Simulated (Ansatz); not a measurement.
A geometry of CsPbCl₃ away from equilibrium: step 3 of the relaxation of a generated cell, CsPbCl3 built in the AFLOW prototype AB3C_hR10_148_c_f_c (as in TiFeO3). These are r2SCAN (plane waves to 500 eV, PAW, scalar-relativistic; Ansatz, a quantum-chemistry and plane-wave program) values and carry that method's errors. Γ-centred k-mesh 4×4×4 on the run's cell (coarser than for final values), Fermi–Dirac smearing 0.05 eV.

```xyz
10
Lattice="3.8788 2.2394 7.1852 -3.8788 2.2394 7.1852 0.0000 -4.4788 7.1852" Properties=species:S:1:pos:R:3:forces:R:3 pbc="T T T" free_energy=-41731.551 pressure_GPa=0.4
Pb     0.0000     0.0000     7.5803    0.0000    0.0000   -0.3204
Pb     0.0000     0.0000    13.9753    0.0000    0.0000    0.3204
Cl    -1.0800    -2.4016    12.7575    0.4489    0.1099    0.4758
Cl     2.6198     0.2655    12.7575   -0.3196    0.3338    0.4758
Cl    -1.5399     2.1361    12.7575   -0.1292   -0.4437    0.4758
Cl     1.0800     2.4016     8.7981   -0.4489   -0.1099   -0.4758
Cl    -2.6198    -0.2655     8.7981    0.3196   -0.3338   -0.4758
Cl     1.5399    -2.1361     8.7981    0.1292    0.4437   -0.4758
Cs     0.0000     0.0000     3.1758    0.0000    0.0000    0.0019
Cs     0.0000     0.0000    18.3798    0.0000    0.0000   -0.0019
```

Positions in Å, forces in eV/Å, free energy of the cell in eV (comparable only within this code, potentials and settings). Largest force: 0.66 eV/Å, on Cl3, Cl4, Cl5, Cl6, Cl7, Cl8 (atoms numbered as listed); the geometry lies 0.05 eV/atom above the end of its relaxation.

No spin polarisation in the result.

The run could not lose the symmetry of its start, so the end can be a saddle point.

The end of the path is a generated cell of CsPbCl3: the first start was made by placing the elements on the sites of a structure type, and the end was not matched to a known phase here, so it may be hypothetical. Known forms of CsPbCl3 include space group No. 221.
